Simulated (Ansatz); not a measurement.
SiO2 (alpha-quartz type, space group P3_121)

```
CELL_PARAMETERS angstrom
      4.94845     0.00000     0.00000
     -2.47422     4.28548     0.00000
      0.00000     0.00000     5.44126
ATOMIC_POSITIONS crystal
  Si 0.47027 0.00000 0.83333
  Si 0.00000 0.47027 0.16667
  Si 0.52973 0.52973 0.50000
  O  0.41249 0.26711 0.71463
  O  0.73289 0.14539 0.04796
  O  0.85461 0.58751 0.38129
  O  0.14539 0.73289 0.95204
  O  0.26711 0.41249 0.28537
  O  0.58751 0.85461 0.61871
```

The slice is a (0001) plane (indices of the conventional cell) through the point (0.267, 0.412, 0.285) (fractional), spanned by u = [110] and v = [1 -1 0] in vectors of this cell: u (4.95 Å) and v (8.57 Å, at 90° to u). It covers one period; positions are fractions (u, v).

The numbers are results of PBEsol (plane waves to 420 eV, PAW, scalar-relativistic; Ansatz, a first-principles code), not measurements. k mesh 8×8×6. These are valence fields of a PAW run, semicore shells included where kept as valence: close to a nucleus they are smooth pseudo fields. SiO2 was relaxed with its symmetry unable to fall. The PAW data are Ansatz's earlier set.

Q: Sketch the valence electron density on this plane as a map.

A: 
```tsv
v \ u	0.00	0.14	0.29	0.43	0.57	0.71	0.86
0.88	-0.3	-0.9	-1.6	-1.5	-1.1	-0.9	-0.5
0.75	-0.2	-1.2	-2.0	-1.9	-1.4	-0.5	0.3
0.62	-0.7	-1.6	-1.5	-0.8	-0.7	-0.6	-0.3
0.50	-1.7	-1.6	-0.7	0.7	0.7	-0.5	-1.4
0.38	-1.3	-1.0	-0.7	-0.3	-0.5	-1.3	-1.7
0.25	-1.7	-1.0	0.0	0.2	-0.7	-1.7	-2.1
0.12	-0.7	-0.8	-0.4	-0.3	-1.1	-1.8	-1.1
0.00	0.9	0.1	-1.0	-1.6	-1.7	-1.3	0.1
```

Values: log₁₀ of the valence density in e/Å³. The scale is logarithmic, as a density can span decades between atoms and voids.
